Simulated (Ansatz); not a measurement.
AlPt$_{3}$C (anti-perovskite), relaxed with PBE (Ansatz, an electronic-structure program, plane waves, PAW): a = 4.1771 Å, b = 4.1771 Å, c = 4.1771 Å, α = 90.00°, β = 90.00°, γ = 90.00°.

| Property | Value |
|---|---|
| ΔH_f (eV/atom) | 0.20 |
| B₀ by P(V) fit (GPa) | 206 |

Question: The same phase is relaxed and computed with PBEsol in the same code. What are the cell and these values now?

Answer: a = b = c = 4.1327 Å, α = β = γ = 90.00°.

ΔH_f (eV/atom): 0.19
B₀ by P(V) fit (GPa): 229

Typed or built starts, not in the databases checked: AlPt3C, anti-perovskite. Unstable at this level: AlPt3C, anti-perovskite with PBEsol. All cells were relaxed under the symmetry of their starts (and spin orders); stability against distortions was not tested throughout. Rows with no word on spin ran without spin polarisation. Spin–orbit coupling is left out wherever it is not named.

Potentials: the later of the program's two PAW sets.

Ansatz is a plane-wave DFT program.

Formation energies count from the lowest solids of the elements computed at the same level, not from gases.
